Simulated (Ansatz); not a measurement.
Values for one crystal, relaxed and computed with plane-wave PAW PBEsol (Ansatz code); other levels are named.

| Quantity | Result |
|---|---|
| Volume per atom | 20.95 Å³ |
| Electronic character | metallic (no gap) |
| Density of states at the Fermi level | 1.0 states/eV per atom (mean over ±0.08 eV) |
| Bulk modulus (Birch–Murnaghan fit) | 101 GPa |
| Pressure derivative B′ | 4.7 |
| Formation energy from the elements (no fitted shifts) | -0.23 eV/atom |

Which of these materials gives this?
A) Cd2TeS, P3m1 (Cd on 1c, Cd on 1a, Te on 1a, S on 1c)
B) CoTe2, Pnnm (Co on 2a, Te on 4g)
C) Co3Sn2S2, R-3m (Co on 9d, Sn on 3b, Sn on 3a, S on 6c)
D) NbTe2, CdI2 type

B, CoTe2, Pnnm (Co on 2a, Te on 4g)

The workflow started from an entry of the Crystallography Open Database (COD). Whether it is the stable phase at ambient conditions was not checked. The PBEsol relaxation kept the symmetry of its start; its stability against distortions is not shown here. The workflow began spin-polarised and lost its moments. The references are the lowest solids computed at this level, not always the standard phases. Scalar-relativistic: spin–orbit coupling is off unless named, which matters more the heavier the elements.

Potentials: the later of the program's two PAW sets.
